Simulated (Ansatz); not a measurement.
ScAg3, first-principles data

ScAg₃:
```cif
data_Ag3Sc
_chemical_formula_sum 'Ag3 Sc1'
_space_group_name_H-M_alt 'Pm-3m'
_space_group_IT_number 221
_space_group_name_Hall '-P 4 2 3'
_cell_length_a 4.20475
_cell_length_b 4.20475
_cell_length_c 4.20475
_cell_angle_alpha 90.000
_cell_angle_beta 90.000
_cell_angle_gamma 90.000
loop_
_atom_site_label
_atom_site_type_symbol
_atom_site_symmetry_multiplicity
_atom_site_Wyckoff_symbol
_atom_site_fract_x
_atom_site_fract_y
_atom_site_fract_z
_atom_site_occupancy
Ag1 Ag 3 c 0.00000 0.50000 0.50000 1
Sc1 Sc 1 a 0.00000 0.00000 0.00000 1
```

Space group Pm-3m (No. 221), Cu3Au type; conventional cell a = b = c = 4.2048 Å, α = β = γ = 90.00°.

Method: the program Ansatz at the r²SCAN level (PAW). Geometry: relaxed at this level of theory. Other levels are named where they apply.

**Cell and energy**

```yaml
volume_per_atom: 18.58 Å³
density: 8.23 g/cm³
Formation energy from the elements (no fitted shifts): -0.074 eV/atom
```

**Electronic structure**

```yaml
electronic_character: metallic (no gap)
Density of states at the Fermi level: 0.70 states/eV per atom (mean over ±0.08 eV)
Gap with spin–orbit coupling: none (metallic)
```

**Mechanics**

```yaml
Bulk modulus (Birch–Murnaghan fit): 91.8 GPa
Pressure derivative B′: 5.2
Elastic constants (relaxed ions, GPa): C11 = 109, C12 = 82.9, C44 = 40.5
mechanical_stability: stable (all eigenvalues of C positive)
hill_bulk_and_shear_moduli: 91.7 and 25.9 GPa
Young's modulus: 71.0 GPa
Poisson's ratio: 0.37
debye_temperature_from_the_elastic_constants: 225 K
```

**Charges**

```yaml
bader_charges: Ag -0.55, Sc +1.65 e
```

The start of the workflow was typed in or built on a structure type; neither database checked (COD, Materials Project) lists it. Whether it is the stable phase at ambient conditions was not checked. Symmetry was held in the r²SCAN relaxation; its stability against distortions is not shown here. The run is not spin-polarised. As this level gives no gap, shear constants depend on the k-mesh and smearing (Fermi–Dirac, 0.1 eV here). The references are the lowest solids computed at this level, not always the standard phases. Spin–orbit coupling is left out wherever it is not named.

Potentials: the earlier of the program's two PAW sets.
